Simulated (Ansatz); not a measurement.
La (diamond, space group No. 227), a = b = c = 6.654 Å, α = β = γ = 90.00°; the cell used has 2 atoms.

This is the r²SCAN-relaxed structure.

**Question.** All from r²SCAN (plane waves, PAW; program Ansatz), unless another level is named. Give the density of states at the Fermi level.

**Answer.** 0.43 states/eV per atom (mean over ±0.08 eV).

**Question.** Give the gap with spin–orbit coupling.

**Answer.** none (metallic).

Space group Fd-3m (diamond). The start of the workflow was typed in or built on a structure type; neither database checked (COD, Materials Project) lists it. It is not the phase usual at ambient conditions (space group No. 194). The cell was relaxed with r²SCAN under the symmetry of its start. At this level the phase is mechanically unstable. The volume moved by -38 % from the start of the relaxation. Scalar-relativistic: spin–orbit coupling is off unless named, which matters more the heavier the elements.

Potentials: the later of the program's two PAW sets.
